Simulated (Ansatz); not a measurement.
Pressure against volume: Re

```cif
data_structure
_symmetry_space_group_name_H-M 'P6_3/mmc'
_symmetry_Int_Tables_number 194
_cell_length_a 2.7748
_cell_length_b 2.7748
_cell_length_c 4.4859
_cell_angle_alpha 90.000
_cell_angle_beta 90.000
_cell_angle_gamma 120.000
_cell_volume 29.91
loop_
_atom_site_label
_atom_site_type_symbol
_atom_site_symmetry_multiplicity
_atom_site_Wyckoff_symbol
_atom_site_fract_x
_atom_site_fract_y
_atom_site_fract_z
_atom_site_occupancy
Re1 Re 2 c 0.33333 0.66667 0.25000 1
```

The runs use the primitive cell with vectors (2.775, 0.000, 0.000), (-1.387, 2.403, 0.000), (0.000, 0.000, 4.486) Å, to which the k mesh refers.

The cell was built from the hcp type and relaxed in the same program, and has space group P6_3/mmc; it needn't be a known or the stable phase.

No spin–orbit coupling, which matters for the heavy atoms here.

Levels of theory: DFT, PBE, all-electron LAPW, scalar-relativistic (Ansatz 0.2.0); DFT, PBE, PAW with Ansatz's default frozen-core files, scalar-relativistic (Ansatz 0.2.0).

For LAPW: a Γ-centred 14×14×8 k mesh, Fermi–Dirac smearing of 0.08 eV, basis error target 1 meV/atom, no spin polarisation. PAW takes a cutoff of 420 eV at this cell. The Ansatz runs share mesh, smearing and spin set-up. Plane-wave (PAW) pressures include the program's estimate of the Pulay term.

The cell above is scaled evenly, with fractional coordinates and shape held.

```
V/V(cell)  V (Å³/atom)  P, LAPW (GPa)  P, PAW (GPa)  free energy over the lowest listed, PAW (meV/atom)
   0.9500       14.208              ?             ?                                                   ?
   0.9750       14.582           9.87          9.78                                                11.2
   1.0000       14.956           0.12          0.01                                                 0.0
   1.0250       15.329          -8.40         -8.52                                                10.2
   1.0500       15.703         -15.82        -15.95                                                38.9
```

(1) Fill in the row V/V(cell) = 0.9500.

(2) What do Birch–Murnaghan fits to the pressures give?

Results:

(1) P, LAPW (GPa) = 21.04, P, PAW (GPa) = 20.98, free energy over the lowest listed, PAW (meV/atom) = 46.8.

(2) LAPW: V0 = 14.96 Å³/atom, B0 = 363 GPa, B0′ = 4.4; PAW: V0 = 14.96 Å³/atom, B0 = 365 GPa, B0′ = 4.5.
